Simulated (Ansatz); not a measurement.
A geometry of AlNi away from equilibrium: step 2 of the relaxation of a relaxed AlNi cell with every coordinate shifted by Gaussian noise of σ = 0.45 Å. Computed with r2SCAN (plane waves to 500 eV, PAW, scalar-relativistic; Ansatz, an electronic-structure program). Γ-centred k-mesh 11×11×11 on the run's cell (coarser than for final values), Fermi–Dirac smearing 0.05 eV.

```
AlNi
1.0
    2.87331    -0.02045    -0.01278
   -0.02045     2.83098     0.00511
   -0.01278     0.00511     2.88822
Al Ni
1 1
Cartesian
  0.54525   0.31645   0.13353
  1.80177   1.41802   1.67528
```

Q: Which atoms carry the largest force, and which way does it point?

A: 2.85 eV/Å, on Al1, Ni2 (atoms numbered as listed); on Al1 its components are (-1.50, -2.24, 0.92).

Q: What is the pressure?

A: +9.5 GPa, compression positive.

Q: How much energy per atom can still be gained by relaxing?

A: 0.24 eV/atom; the path ends in Pm-3m (No. 221) (CsCl type).

No spin polarisation in the result. A magnetic state may lie lower.
